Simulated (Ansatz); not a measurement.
Input and steps of a relaxation of cell and atoms on CaMgF4 placed in the structure of NdInCu4 (space group No. 216) (Ansatz 0.2.0, PBEsol). The start is a rough guess from atomic radii.

```yaml
crystal:
  lattice:
    - [0.0, 3.5737906, 3.5737906]
    - [3.5737906, 0.0, 3.5737906]
    - [3.5737906, 3.5737906, 0.0]
  atoms:
    - { symbol: Ca, position: [0.25, 0.25, 0.25] }
    - { symbol: Mg, position: [0.0, 0.0, 0.0] }
    - { symbol: F, position: [0.62602098, 0.62602098, 0.62602098] }
    - { symbol: F, position: [0.62602098, 0.62602098, 0.12193706] }
    - { symbol: F, position: [0.62602098, 0.12193706, 0.62602098] }
    - { symbol: F, position: [0.12193706, 0.62602098, 0.62602098] }
kpoints:
  mp_grid: { grid: [6, 6, 6] }
hamiltonian:
  xc: pbesol
scf:
  occupations: { method: fermi_dirac, width: 0.03 }
relax:
  f_tol: 0.01
  cell: {}
  max_steps: 120
```

The trajectory has 11 recorded frames, each with positions in Å and forces in eV/Å. Some frames, the last among them, repeat a geometry solved again on a basis re-selected at its cell; pressure is positive in compression.

Step 1: energy 0.0 meV/atom from step 1, largest force component 0.095 eV/Å, pressure -11.00 GPa
```xyz
6
Lattice="0.0000 3.5738 3.5738 3.5738 0.0000 3.5738 3.5738 3.5738 0.0000" Properties=species:S:1:pos:R:3:forces:R:3 pbc="T T T"
Ca    1.7869    1.7869    1.7869    0.0000    0.0000    0.0000
Mg    0.0000    0.0000    0.0000    0.0000    0.0000    0.0000
F     4.4745    4.4745    4.4745   -0.0954   -0.0954   -0.0954
F     2.6730    2.6730    4.4745    0.0954    0.0954   -0.0954
F     2.6730    4.4745    2.6730    0.0954   -0.0954    0.0954
F     4.4745    2.6730    2.6730   -0.0954    0.0954    0.0954
```

Step 2: energy -124.0 meV/atom from step 1, largest force component 0.089 eV/Å, pressure -5.63 GPa
```xyz
6
Lattice="0.0000 3.3996 3.3996 3.3996 0.0000 3.3996 3.3996 3.3996 0.0000" Properties=species:S:1:pos:R:3:forces:R:3 pbc="T T T"
Ca    1.6998    1.6998    1.6998    0.0000    0.0000    0.0000
Mg    0.0000    0.0000    0.0000    0.0000    0.0000    0.0000
F     4.2448    4.2448    4.2448    0.0887    0.0887    0.0887
F     2.5544    2.5544    4.2448   -0.0887   -0.0887    0.0887
F     2.5544    4.2448    2.5544   -0.0887    0.0887   -0.0887
F     4.2448    2.5544    2.5544    0.0887   -0.0887   -0.0887
```

Step 3: energy -143.4 meV/atom from step 1, largest force component 0.350 eV/Å, pressure +4.37 GPa
```xyz
6
Lattice="0.0000 3.2386 3.2386 3.2386 0.0000 3.2386 3.2386 3.2386 0.0000" Properties=species:S:1:pos:R:3:forces:R:3 pbc="T T T"
Ca    1.6193    1.6193    1.6193    0.0000    0.0000    0.0000
Mg    0.0000    0.0000    0.0000    0.0000    0.0000    0.0000
F     4.0617    4.0617    4.0617   -0.3503   -0.3503   -0.3503
F     2.4155    2.4155    4.0617    0.3503    0.3503   -0.3503
F     2.4155    4.0617    2.4155    0.3503   -0.3503    0.3503
F     4.0617    2.4155    2.4155   -0.3503    0.3503    0.3503
```

Step 4: energy -151.3 meV/atom from step 1, largest force component 0.136 eV/Å, pressure -0.25 GPa
```xyz
6
Lattice="0.0000 3.2995 3.2995 3.2995 0.0000 3.2995 3.2995 3.2995 0.0000" Properties=species:S:1:pos:R:3:forces:R:3 pbc="T T T"
Ca    1.6497    1.6497    1.6497    0.0000    0.0000    0.0000
Mg    0.0000    0.0000    0.0000    0.0000    0.0000    0.0000
F     4.1191    4.1191    4.1191    0.1364    0.1364    0.1364
F     2.4798    2.4798    4.1191   -0.1364   -0.1364    0.1364
F     2.4798    4.1191    2.4798   -0.1364    0.1364   -0.1364
F     4.1191    2.4798    2.4798    0.1364   -0.1364   -0.1364
```

Step 5: energy -152.4 meV/atom from step 1, largest force component 0.002 eV/Å, pressure 0.00 GPa
```xyz
6
Lattice="0.0000 3.2951 3.2951 3.2951 0.0000 3.2951 3.2951 3.2951 0.0000" Properties=species:S:1:pos:R:3:forces:R:3 pbc="T T T"
Ca    1.6476    1.6476    1.6476    0.0000    0.0000    0.0000
Mg    0.0000    0.0000    0.0000    0.0000    0.0000    0.0000
F     4.1195    4.1195    4.1195   -0.0015   -0.0015   -0.0015
F     2.4707    2.4707    4.1195    0.0015    0.0015   -0.0015
F     2.4707    4.1195    2.4707    0.0015   -0.0015    0.0015
F     4.1195    2.4707    2.4707   -0.0015    0.0015    0.0015
```

Step 6: energy -148.9 meV/atom from step 1, largest force component 0.002 eV/Å, pressure -0.84 GPa
```xyz
6
Lattice="0.0000 3.2951 3.2951 3.2951 0.0000 3.2951 3.2951 3.2951 0.0000" Properties=species:S:1:pos:R:3:forces:R:3 pbc="T T T"
Ca    1.6476    1.6476    1.6476    0.0000    0.0000    0.0000
Mg    0.0000    0.0000    0.0000    0.0000    0.0000    0.0000
F     4.1195    4.1195    4.1195   -0.0016   -0.0016   -0.0016
F     2.4707    2.4707    4.1195    0.0016    0.0016   -0.0016
F     2.4707    4.1195    2.4707    0.0016   -0.0016    0.0016
F     4.1195    2.4707    2.4707   -0.0016    0.0016    0.0016
```

Step 7: energy -149.8 meV/atom from step 1, largest force component 0.000 eV/Å, pressure +0.08 GPa
```xyz
6
Lattice="0.0000 3.2829 3.2829 3.2829 0.0000 3.2829 3.2829 3.2829 0.0000" Properties=species:S:1:pos:R:3:forces:R:3 pbc="T T T"
Ca    1.6415    1.6415    1.6415    0.0000    0.0000    0.0000
Mg    0.0000    0.0000    0.0000    0.0000    0.0000    0.0000
F     4.1043    4.1043    4.1043    0.0005    0.0005    0.0005
F     2.4616    2.4616    4.1043   -0.0005   -0.0005    0.0005
F     2.4616    4.1043    2.4616   -0.0005    0.0005   -0.0005
F     4.1043    2.4616    2.4616    0.0005   -0.0005   -0.0005
```

Step 8: energy -149.8 meV/atom from step 1, largest force component 0.000 eV/Å, pressure 0.00 GPa
```xyz
6
Lattice="0.0000 3.2840 3.2840 3.2840 0.0000 3.2840 3.2840 3.2840 0.0000" Properties=species:S:1:pos:R:3:forces:R:3 pbc="T T T"
Ca    1.6420    1.6420    1.6420    0.0000    0.0000    0.0000
Mg    0.0000    0.0000    0.0000    0.0000    0.0000    0.0000
F     4.1056    4.1056    4.1056    0.0000    0.0000    0.0000
F     2.4624    2.4624    4.1056    0.0000    0.0000    0.0000
F     2.4624    4.1056    2.4624    0.0000    0.0000    0.0000
F     4.1056    2.4624    2.4624    0.0000    0.0000    0.0000
```

Step 9: energy -149.3 meV/atom from step 1, largest force component 0.000 eV/Å, pressure -0.08 GPa
```xyz
6
Lattice="0.0000 3.2840 3.2840 3.2840 0.0000 3.2840 3.2840 3.2840 0.0000" Properties=species:S:1:pos:R:3:forces:R:3 pbc="T T T"
Ca    1.6420    1.6420    1.6420    0.0000    0.0000    0.0000
Mg    0.0000    0.0000    0.0000    0.0000    0.0000    0.0000
F     4.1056    4.1056    4.1056    0.0000    0.0000    0.0000
F     2.4624    2.4624    4.1056    0.0000    0.0000    0.0000
F     2.4624    4.1056    2.4624    0.0000    0.0000    0.0000
F     4.1056    2.4624    2.4624    0.0000    0.0000    0.0000
```

Step 10: energy -149.3 meV/atom from step 1, largest force component 0.000 eV/Å, pressure 0.00 GPa
```xyz
6
Lattice="0.0000 3.2830 3.2830 3.2830 0.0000 3.2830 3.2830 3.2830 0.0000" Properties=species:S:1:pos:R:3:forces:R:3 pbc="T T T"
Ca    1.6415    1.6415    1.6415    0.0000    0.0000    0.0000
Mg    0.0000    0.0000    0.0000    0.0000    0.0000    0.0000
F     4.1043    4.1043    4.1043    0.0000    0.0000    0.0000
F     2.4616    2.4616    4.1043    0.0000    0.0000    0.0000
F     2.4616    4.1043    2.4616    0.0000    0.0000    0.0000
F     4.1043    2.4616    2.4616    0.0000    0.0000    0.0000
```

Step 11: energy -149.3 meV/atom from step 1, largest force component 0.000 eV/Å, pressure -0.01 GPa
```xyz
6
Lattice="0.0000 3.2830 3.2830 3.2830 0.0000 3.2830 3.2830 3.2830 0.0000" Properties=species:S:1:pos:R:3:forces:R:3 pbc="T T T"
Ca    1.6415    1.6415    1.6415    0.0000    0.0000    0.0000
Mg    0.0000    0.0000    0.0000    0.0000    0.0000    0.0000
F     4.1043    4.1043    4.1043    0.0000    0.0000    0.0000
F     2.4616    2.4616    4.1043    0.0000    0.0000    0.0000
F     2.4616    4.1043    2.4616    0.0000    0.0000    0.0000
F     4.1043    2.4616    2.4616    0.0000    0.0000    0.0000
```

The walk took 8 steps, besides SCFs solved again on a fresh basis, and changed the volume by -22.5 %. The last SCF, on a fresh basis, lies 149 meV an atom below the first. Final cell: it is cubic, F-43m (No. 216); conventional cell a = 6.566 Å, 11.79 Å³ an atom. Ca is surrounded by 12 F at 2.72 Å and 4 Mg at 2.84 Å; Mg is surrounded by 12 F at 2.72 Å and 4 Ca at 2.84 Å; F is surrounded by 3 Mg at 2.72 Å and 3 Ca at 2.72 Å.

Run as `ansatz run input.yaml --threads 2 --pin off --max-ram 2211MiB --backend cpu --events-out ev --progress --plain --runs-dir out`. Wall time 6 s on 2 threads of AMD EPYC 9R45 96-Core Processor (Zen 5), with other jobs on the host, load about 0.3 per core; peak host memory 0.46 GiB.

Simulation only: spin-unpolarised, and no claim that this is the phase found in nature.
